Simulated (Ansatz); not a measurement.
AlPd (rock salt) was relaxed and computed twice in Ansatz (plane waves, PAW), once with PBE and once with PBEsol.

```tsv
	run 1	run 2
cell	a = b = c = 5.1304 Å, α = β = γ = 90.00°	a = 5.068 Å, b = 5.068 Å, c = 5.068 Å, α = 90.00°, β = 90.00°, γ = 90.00°
ΔH_f (eV/atom)	-0.42	-0.39
B₀ by P(V) fit (GPa)	109	122
```

**Question.** Which run used which functional?

**Answer.** Run 1 is PBE, run 2 is PBEsol.

Typed or built starts, not in the databases checked: AlPd, rock salt. Unstable at this level: AlPd, rock salt with PBEsol. All cells were relaxed under the symmetry of their starts (and spin orders); stability against distortions was not tested throughout. Rows with no word on spin ran without spin polarisation. Spin–orbit coupling is left out wherever it is not named.

Potentials: the later of the program's two PAW sets.

Ansatz (an electronic-structure program) is a plane-wave DFT program.

Formation energies count from the lowest solids of the elements computed at the same level, not from gases.
